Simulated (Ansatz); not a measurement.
A relaxation computed with Ansatz, from input to last step.

```yaml
crystal:
  lattice:
    - [-4.62445, 4.62445, 0.0]
    - [-4.62445, 0.0, 4.62445]
    - [0.0, 4.62445, 4.62445]
  atoms:
    - { symbol: S, position: [0.753631124, 0.7464900831, 0.7524142749] }
    - { symbol: S, position: [0.2500592507, 0.7516271031, 0.7468595841] }
    - { symbol: S, position: [0.749133879, 0.2541927381, 0.7472956547] }
    - { symbol: S, position: [0.7505565537, 0.7528510217, 0.2491453529] }
    - { symbol: S, position: [0.2460760376, 0.2557708415, 0.7495322507] }
    - { symbol: S, position: [0.248849727, 0.7502515641, 0.2552487797] }
    - { symbol: S, position: [0.7515806367, 0.2513779564, 0.2500086127] }
    - { symbol: S, position: [0.2491331938, 0.2460999305, 0.2552032973] }
    - { symbol: Ge, position: [0.0004591313, 0.496367433, 0.0014762419] }
    - { symbol: Ge, position: [0.0013889681, 0.5017519848, 0.492800029] }
    - { symbol: Sn, position: [0.4977961928, 0.5045602635, 0.0038071242] }
    - { symbol: Sn, position: [0.4977688958, 0.9980790476, 0.5065169216] }
    - { symbol: Pb, position: [0.0053865093, 0.9977042755, 0.9952569856] }
    - { symbol: Pb, position: [0.5046226059, 0.9980728204, 0.997848591] }
    - { symbol: Bi, position: [0.9991287509, 0.0031297738, 0.4943632095] }
    - { symbol: Bi, position: [0.501038207, 0.5003539805, 0.5051748884] }
  symmetry: { detect: false }
basis:
  ecutwfc: 420
kpoints:
  mp_grid: { grid: [3, 3, 3], shift: [0.0, 0.0, 0.0] }
hamiltonian:
  xc: pbe
scf:
  occupations: { method: gaussian, width: 0.1 }
  lower_state_search: "off"
output:
  forces: true
  stress: true
  eigenvalues: true
relax:
  adjacent_minimum: "off"
  f_tol: 0.04
  max_steps: 50
  cell: { stress_tol: 0.3 }
```

```bash
ansatz run input.yaml --threads 4 --pin off --max-ram 9216MiB --backend cpu --events-out ev --progress --plain --runs-dir out
```

Computed with Ansatz, DFT PBE, scalar-relativistic, plane waves, PAW.

Of 43 frames 10 are shown, positions in Å and forces in eV/Å; the SCF threshold varies from step to step. Steps run on the plane waves of an earlier cell, with a Pulay correction in the pressure. The basis is chosen afresh for the last frame, the zero of the energies, and at times for earlier ones too; energy and pressure can step there, also at an unchanged geometry. Here that happened at step 33 (-104 meV/atom, 6.6 GPa); frames between the last choice of the basis and such a step carry an error that grows, as the cell changes, to that size.

```xyz
16
Lattice="-4.6245 4.6245 0.0000 -4.6245 0.0000 4.6245 0.0000 4.6245 4.6245" Properties=species:S:1:pos:R:3:forces:R:3 pbc="T T T" step=1 free_energy_over_end_meV_per_atom=3612.88 pressure_GPa=163.56
S    -6.9372    6.9646    6.9316    1.7541    1.8949   -3.8349
S    -4.6322    4.6102    6.9297    2.3552    1.8223    0.5054
S    -4.6398    6.9202    4.6313   -3.3352    1.5886    2.1895
S    -6.9524    4.6231    4.6337   -0.2590    3.3950   -1.6950
S    -2.3208    4.6041    4.6490    0.3140   -3.1347    1.8600
S    -4.6203    2.3312    4.6499    3.0806   -0.4658   -2.3179
S    -4.6381    4.6318    2.3186   -1.3546   -2.7601   -0.7703
S    -2.2902    2.3323    2.3183   -2.8541   -1.7905    2.8771
Ge   -2.2976    0.0089    2.3023   -0.3679    0.0874    0.2286
Ge   -2.3268    2.2854    4.5993    0.1531    0.2048    0.3244
Sn   -4.6353    2.3196    2.3509    0.6492    0.0032   -0.6225
Sn   -6.9175    4.6443    6.9579   -0.9565    0.0338   -0.1733
Pb   -4.6387    4.6274    9.2164    0.1272   -0.2116    0.8321
Pb   -6.9491    6.9481    9.2300    0.0690   -0.5156    0.5928
Bi   -4.6349    6.9066    2.3006    0.7333    0.6511    0.7378
Bi   -4.6309    4.6532    4.6500   -0.1086   -0.8028   -0.7339
16
Lattice="-5.6213 5.6313 -0.0209 -5.6559 -0.0554 5.6680 0.0013 5.6118 5.6139" Properties=species:S:1:pos:R:3:forces:R:3 pbc="T T T" step=6 free_energy_over_end_meV_per_atom=178.84 pressure_GPa=0.23
S    -8.4454    8.4970    8.3332   -0.1003    0.0649   -0.0256
S    -5.5721    5.6028    8.4293    0.0484   -0.0786   -0.0912
S    -5.7511    8.4062    5.6559    0.0009   -0.1088   -0.1378
S    -8.4440    5.6906    5.5909    0.1163    0.0395   -0.0332
S    -2.8499    5.4710    5.7347   -0.1101   -0.0162    0.0630
S    -5.5207    2.8011    5.6218    0.0125    0.0935    0.1002
S    -5.7202    5.5781    2.8198   -0.0354    0.1288    0.1300
S    -2.8553    2.7497    2.9310    0.0780   -0.0329    0.0446
Ge   -2.8149   -0.0449    2.8241   -0.0329   -0.0211   -0.0119
Ge   -2.8291    2.7691    5.6350   -0.0188    0.0132   -0.0041
Sn   -5.6570    2.8038    2.8262    0.0479   -0.0586   -0.0013
Sn   -8.4579    5.5713    8.4823   -0.0318   -0.0214   -0.0382
Pb   -5.6649    5.5598   11.2756    0.0273    0.0216    0.0011
Pb   -8.4658    8.3701   11.2668   -0.0145   -0.0126    0.0067
Bi   -5.6363    8.4384    2.7766    0.0202   -0.0029    0.0454
Bi   -5.6431    5.6039    5.6392   -0.0076   -0.0083   -0.0478
16
Lattice="-5.6391 5.6473 -0.0258 -5.6507 -0.0374 5.6586 0.0023 5.6237 5.6235" Properties=species:S:1:pos:R:3:forces:R:3 pbc="T T T" step=10 free_energy_over_end_meV_per_atom=177.80 pressure_GPa=0.01
S    -8.4646    8.5424    8.3313    0.0035    0.0171    0.0046
S    -5.5777    5.6100    8.4162   -0.0035    0.0150    0.0176
S    -5.7615    8.4153    5.6300    0.0018    0.0053   -0.0018
S    -8.4336    5.7329    5.5693   -0.0053    0.0083    0.0088
S    -2.8618    5.4939    5.7443    0.0096    0.0060    0.0098
S    -5.5190    2.8307    5.6381    0.0024   -0.0085   -0.0138
S    -5.7557    5.6185    2.8331   -0.0044    0.0040    0.0004
S    -2.8354    2.7535    2.9428   -0.0096    0.0143    0.0075
Ge   -2.8283   -0.0393    2.8153    0.0027   -0.0230   -0.0130
Ge   -2.8265    2.7947    5.6404   -0.0036    0.0004   -0.0049
Sn   -5.6492    2.8063    2.8177    0.0044   -0.0106    0.0058
Sn   -8.4755    5.5963    8.4593    0.0033   -0.0088   -0.0078
Pb   -5.6497    5.5914   11.2784   -0.0010    0.0027   -0.0046
Pb   -8.4681    8.4115   11.2706   -0.0001   -0.0134   -0.0047
Bi   -5.6447    8.4584    2.7868    0.0026   -0.0083    0.0081
Bi   -5.6469    5.6217    5.6264   -0.0027   -0.0004   -0.0122
16
Lattice="-5.6431 5.6590 -0.0211 -5.6510 -0.0290 5.6627 0.0009 5.6388 5.6346" Properties=species:S:1:pos:R:3:forces:R:3 pbc="T T T" step=15 free_energy_over_end_meV_per_atom=177.12 pressure_GPa=-0.19
S    -8.4627    8.6487    8.3191    0.0103    0.0456   -0.0149
S    -5.6593    5.6146    8.4058   -0.0208    0.0155    0.0464
S    -5.7413    8.4418    5.6540   -0.0086   -0.0186   -0.0397
S    -8.4285    5.6979    5.7191    0.0061    0.0353   -0.0120
S    -2.8582    5.4720    5.8518    0.0429    0.0161    0.0182
S    -5.4954    2.8520    5.6549   -0.0132   -0.0433   -0.0278
S    -5.8274    5.6163    2.8216   -0.0302    0.0130    0.0000
S    -2.8281    2.8939    2.9047    0.0037   -0.0300    0.0119
Ge   -2.8163   -0.0823    2.7698    0.0185   -0.0729   -0.0373
Ge   -2.8180    2.8005    5.6454    0.0015    0.0436    0.0212
Sn   -5.6367    2.8129    2.8121    0.0058   -0.0171    0.0150
Sn   -8.4789    5.6250    8.4779   -0.0002   -0.0131   -0.0224
Pb   -5.6340    5.6113   11.2715   -0.0125    0.0227   -0.0038
Pb   -8.4582    8.4068   11.2409    0.0130    0.0037    0.0603
Bi   -5.6506    8.4667    2.7823   -0.0028   -0.0204    0.0557
Bi   -5.6457    5.6378    5.6279   -0.0135    0.0200   -0.0707
16
Lattice="-5.6452 5.6259 -0.0825 -5.6458 -0.0831 5.6338 0.0426 5.5860 5.5933" Properties=species:S:1:pos:R:3:forces:R:3 pbc="T T T" step=20 free_energy_over_end_meV_per_atom=175.55 pressure_GPa=-0.36
S    -8.3625    8.5044    8.2214    0.0780   -0.0115   -0.0029
S    -5.8460    5.5074    8.2858   -0.0007    0.0482    0.0507
S    -5.7227    8.3525    5.5871    0.0083    0.0189    0.0619
S    -8.3371    5.6633    5.6038   -0.0293   -0.0071    0.0358
S    -2.7498    5.4430    5.7773    0.0263    0.0071    0.0492
S    -5.5043    2.7801    5.6454    0.0145    0.0219    0.0136
S    -6.0341    5.5499    2.6985   -0.0053    0.0953    0.0493
S    -2.7408    2.8038    2.8732   -0.0076    0.0013    0.0105
Ge   -2.8331   -0.0935    2.7669   -0.0344   -0.0198   -0.0575
Ge   -2.7411    2.7857    5.6868    0.0135   -0.0144    0.0009
Sn   -5.6049    2.7506    2.7948   -0.0227    0.0407   -0.0346
Sn   -8.5193    5.5341    8.3778   -0.0578   -0.0208   -0.0206
Pb   -5.5202    5.5060   11.1523    0.0096   -0.0194    0.0183
Pb   -8.3851    8.3148   11.2197   -0.0124   -0.0160   -0.0479
Bi   -5.6013    8.4086    2.7413   -0.0131   -0.1158   -0.0327
Bi   -5.5719    5.5639    5.5058    0.0332   -0.0084   -0.0941
16
Lattice="-5.6499 5.5957 -0.0906 -5.6076 -0.0483 5.5701 0.1015 5.6065 5.6233" Properties=species:S:1:pos:R:3:forces:R:3 pbc="T T T" step=24 free_energy_over_end_meV_per_atom=173.11 pressure_GPa=-0.13
S    -8.2595    8.5002    8.2040   -0.0045   -0.0220    0.0127
S    -5.8351    5.5512    8.2430    0.0457    0.0035    0.0383
S    -5.6638    8.3683    5.6117   -0.0118    0.0017    0.0338
S    -8.2625    5.6848    5.5980   -0.0446    0.0033    0.0027
S    -2.6569    5.4731    5.8101   -0.0204    0.0175    0.0341
S    -5.4538    2.8171    5.6202   -0.0235   -0.0042    0.0320
S    -6.1075    5.5701    2.6626    0.0397    0.0207    0.0048
S    -2.7053    2.7973    2.8727    0.0134   -0.0150    0.0118
Ge   -2.8785   -0.0926    2.7177   -0.0076    0.0276   -0.0075
Ge   -2.6649    2.7995    5.6849    0.0202   -0.0254   -0.0125
Sn   -5.5906    2.7605    2.7579   -0.0206   -0.0142   -0.0267
Sn   -8.5011    5.5361    8.3292   -0.0040    0.0230   -0.0035
Pb   -5.3814    5.5673   11.0846    0.0059   -0.0007   -0.0375
Pb   -8.2765    8.3579   11.1797    0.0116   -0.0059   -0.0070
Bi   -5.5752    8.3628    2.7501   -0.0325   -0.0082   -0.0321
Bi   -5.4779    5.5862    5.4213    0.0331   -0.0019   -0.0433
16
Lattice="-5.6619 5.5978 -0.1139 -5.5518 -0.0038 5.5499 0.1107 5.5947 5.6568" Properties=species:S:1:pos:R:3:forces:R:3 pbc="T T T" step=29 free_energy_over_end_meV_per_atom=171.69 pressure_GPa=0.17
S    -8.2480    8.4409    8.2906   -0.0446    0.0362   -0.0062
S    -5.7079    5.5988    8.1381   -0.0016   -0.0417   -0.0545
S    -5.7008    8.3655    5.6558    0.0128    0.0318    0.0092
S    -8.2559    5.7347    5.6394   -0.0354   -0.0149   -0.0065
S    -2.6696    5.5013    5.9325   -0.0883   -0.0169   -0.0665
S    -5.4609    2.8603    5.6463   -0.0125   -0.0578   -0.0100
S    -6.0381    5.6164    2.4847    0.0437   -0.0331    0.0774
S    -2.7191    2.7189    2.9588    0.0088    0.0243    0.0054
Ge   -2.8335   -0.0154    2.7271    0.0658   -0.0350    0.0124
Ge   -2.6396    2.7575    5.7130    0.0068   -0.0017    0.0338
Sn   -5.5976    2.8095    2.7167   -0.0552    0.0280    0.0168
Sn   -8.4060    5.5797    8.3292    0.0034    0.0678   -0.0003
Pb   -5.3052    5.6039   10.9828    0.0178    0.0161    0.0115
Pb   -8.2381    8.3929   11.2305    0.0142    0.0139   -0.0577
Bi   -5.6006    8.3909    2.7257    0.0269   -0.0062    0.0002
Bi   -5.3785    5.6057    5.3002    0.0375   -0.0108    0.0352
16
Lattice="-5.7398 5.6888 -0.1290 -5.6252 -0.0145 5.6521 0.1287 5.6884 5.7663" Properties=species:S:1:pos:R:3:forces:R:3 pbc="T T T" step=34 free_energy_over_end_meV_per_atom=32.90 pressure_GPa=2.87
S    -8.3709    8.5949    8.4260   -0.0593    0.0013   -0.0549
S    -5.7554    5.6692    8.2715   -0.0482   -0.0442   -0.0339
S    -5.7495    8.4977    5.7845   -0.0244   -0.0641   -0.0295
S    -8.3851    5.8098    5.7433    0.0102    0.0295    0.0859
S    -2.7068    5.5897    6.0324   -0.1478    0.0116    0.0449
S    -5.5328    2.8803    5.7751   -0.0073    0.0673    0.0728
S    -6.0788    5.6907    2.5082   -0.0010    0.0571    0.1190
S    -2.7672    2.7848    2.9880    0.0593    0.0251   -0.0292
Ge   -2.8357   -0.0246    2.7518    0.1901   -0.0387   -0.1452
Ge   -2.6642    2.8033    5.8281    0.0571   -0.0285    0.0837
Sn   -5.6825    2.8452    2.7740   -0.0861    0.0437   -0.0594
Sn   -8.4843    5.6794    8.4609    0.0599    0.0249   -0.0999
Pb   -5.3708    5.6839   11.1836   -0.0002    0.0079    0.0907
Pb   -8.3287    8.5269   11.4295    0.0333   -0.0124   -0.0054
Bi   -5.6871    8.5368    2.7771   -0.0421   -0.0570   -0.0926
Bi   -5.4622    5.6843    5.4277    0.0065   -0.0236    0.0532
16
Lattice="-5.8843 5.7801 -0.3761 -5.4912 0.0170 5.6288 0.3762 5.7802 6.0220" Properties=species:S:1:pos:R:3:forces:R:3 pbc="T T T" step=38 free_energy_over_end_meV_per_atom=5.45 pressure_GPa=-0.06
S    -8.3119    8.7698    8.2672   -0.0077    0.0407   -0.1190
S    -5.6129    5.7659    8.4435   -0.0028    0.0105   -0.0228
S    -5.5757    8.6117    5.7492   -0.0151    0.0094    0.0909
S    -8.2644    5.9561    5.8077    0.0061    0.0375   -0.0281
S    -2.4917    5.7738    6.2462   -0.0295   -0.0001   -0.0091
S    -5.3778    2.9700    5.8061    0.0165    0.0313    0.0488
S    -6.1677    5.8019    2.3728    0.0203    0.0077   -0.0452
S    -2.7913    2.8973    2.7174   -0.0265    0.0414    0.0075
Ge   -2.7440   -0.0346    2.6525   -0.0398   -0.0467    0.0007
Ge   -2.2969    2.7761    6.1709    0.0088   -0.0168   -0.0008
Sn   -5.8784    2.9093    2.4987    0.0234   -0.0127   -0.0121
Sn   -8.3132    5.7408    8.4604    0.0067   -0.0453    0.0479
Pb   -4.8536    5.8329   11.4648   -0.0019   -0.0202   -0.0158
Pb   -7.8701    8.7002   11.5604   -0.0562   -0.0296   -0.0153
Bi   -5.9238    8.6735    2.5491    0.0426    0.0009    0.0430
Bi   -5.2134    5.7656    5.4991    0.0549   -0.0081    0.0296
16
Lattice="-5.7962 5.7874 -0.5302 -5.2272 0.0388 5.6120 0.5167 5.7740 6.1676" Properties=species:S:1:pos:R:3:forces:R:3 pbc="T T T" step=43 free_energy_over_end_meV_per_atom=0.00 pressure_GPa=-0.05
S    -8.1018    8.8644    8.0606   -0.0133   -0.0206    0.0022
S    -5.3354    5.7470    8.5105   -0.0145   -0.0091   -0.0110
S    -5.1437    8.6406    5.9410   -0.0315    0.0125    0.0355
S    -7.9181    6.0237    5.7638    0.0285    0.0055    0.0126
S    -2.2456    5.8276    6.3136    0.0188   -0.0228   -0.0066
S    -4.9537    3.0003    5.9678   -0.0161    0.0361   -0.0261
S    -6.0267    5.7930    2.1584    0.0105   -0.0260   -0.0096
S    -2.8396    2.9989    2.5378    0.0004    0.0260   -0.0026
Ge   -2.6981   -0.1590    2.5752   -0.0052    0.0181    0.0005
Ge   -2.0267    2.7577    6.1512    0.0104    0.0125    0.0032
Sn   -5.7394    2.9267    2.4841    0.0321    0.0092   -0.0364
Sn   -8.0320    5.7307    8.4292    0.0062   -0.0179   -0.0167
Pb   -4.3955    5.8346   11.5956   -0.0170   -0.0219    0.0120
Pb   -7.3324    8.7110   11.5266    0.0124    0.0082    0.0274
Bi   -5.8649    8.6510    2.5572   -0.0019    0.0266    0.0160
Bi   -4.9135    5.7604    5.6287   -0.0197   -0.0364   -0.0006
```

The cell swells from 12.4 to 25.4 Å³ an atom. At the end the space group is P1 (tolerance 0.05 Å).

It took 11 min on 4 threads of Arm Neoverse V1 (shared host), peak memory 1.5 GiB.

The k mesh is coarse. Spin–orbit coupling is left out, which can shift energies with elements as heavy as these.